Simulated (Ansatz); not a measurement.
MgO:
```cif
data_MgO
_chemical_formula_sum 'Mg1 O1'
_space_group_name_H-M_alt 'P 1'
_space_group_IT_number 1
_cell_length_a 3.00829
_cell_length_b 3.00829
_cell_length_c 3.00829
_cell_angle_alpha 60.000
_cell_angle_beta 60.000
_cell_angle_gamma 60.000
loop_
_space_group_symop_operation_xyz
  'x, y, z'
loop_
_atom_site_label
_atom_site_type_symbol
_atom_site_fract_x
_atom_site_fract_y
_atom_site_fract_z
_atom_site_occupancy
Mg1 Mg 0.00000 0.00000 0.00000 1
O1 O 0.50000 0.50000 0.50000 1
```

Relaxed with PBE.

### Question
Which orbitals make up the states near the band edges in the program Ansatz at the PBE level (PAW)?

### Answer
Top 1 eV of the valence band: O 2p 98 %. Bottom 1 eV of the conduction band: Mg 3s 56 %, O 2s 34 %, O 2p 9 %. Projections are on Löwdin-orthogonalised atomic valence shells; empty p or d shells of many metals are not among them.

### Question
Tabulate the density of states.

### Answer
States/eV per cell of 2 atoms, in 0.25 eV bins, energy from the valence-band maximum.

```tsv
E (eV)	total	O 2p	Mg 3s	O 2s
-4.60	0.00	0.00	0.00	0.00
-4.35	0.22	0.17	0.05	0.00
-4.10	0.50	0.39	0.10	0.00
-3.85	1.02	0.85	0.15	0.01
-3.60	2.35	1.99	0.27	0.03
-3.35	1.85	1.56	0.22	0.04
-3.10	0.73	0.61	0.08	0.02
-2.85	0.42	0.34	0.05	0.02
-2.60	0.80	0.71	0.05	0.02
-2.35	0.90	0.81	0.04	0.01
-2.10	0.97	0.90	0.03	0.01
-1.85	1.03	0.96	0.02	0.01
-1.60	1.28	1.21	0.03	0.01
-1.35	2.11	2.02	0.03	0.01
-1.10	2.68	2.60	0.02	0.00
-0.85	2.87	2.80	0.01	0.00
-0.60	2.54	2.49	0.00	0.00
-0.35	1.26	1.24	0.00	0.00
-0.10	0.47	0.46	0.00	0.00
0.15	0.00	0.00	0.00	0.00
0.40	0.00	0.00	0.00	0.00
0.65	0.00	0.00	0.00	0.00
0.90	0.00	0.00	0.00	0.00
1.15	0.00	0.00	0.00	0.00
1.40	0.00	0.00	0.00	0.00
1.65	0.00	0.00	0.00	0.00
1.90	0.00	0.00	0.00	0.00
2.15	0.00	0.00	0.00	0.00
2.40	0.00	0.00	0.00	0.00
2.65	0.00	0.00	0.00	0.00
2.90	0.00	0.00	0.00	0.00
3.15	0.00	0.00	0.00	0.00
3.40	0.00	0.00	0.00	0.00
3.65	0.00	0.00	0.00	0.00
3.90	0.00	0.00	0.00	0.00
4.15	0.00	0.00	0.00	0.00
4.40	0.00	0.00	0.00	0.00
4.65	0.01	0.00	0.01	0.00
4.90	0.02	0.00	0.01	0.01
5.15	0.03	0.00	0.02	0.01
5.40	0.04	0.00	0.02	0.01
5.65	0.05	0.01	0.03	0.02
5.90	0.07	0.01	0.04	0.02
6.15	0.08	0.01	0.04	0.02
6.40	0.10	0.02	0.05	0.02
6.65	0.12	0.02	0.07	0.03
6.90	0.14	0.03	0.08	0.03
7.15	0.17	0.03	0.10	0.03
7.40	0.21	0.04	0.12	0.03
7.65	0.30	0.05	0.16	0.04
7.90	0.44	0.05	0.19	0.04
8.15	0.46	0.05	0.19	0.03
8.40	0.46	0.05	0.19	0.03
8.65	0.48	0.05	0.20	0.03
8.90	0.49	0.05	0.20	0.02
9.15	0.55	0.05	0.21	0.02
```

Space group Fm-3m (rock salt). Symmetry was held in the PBE relaxation.

Potentials: the earlier of the program's two PAW sets.
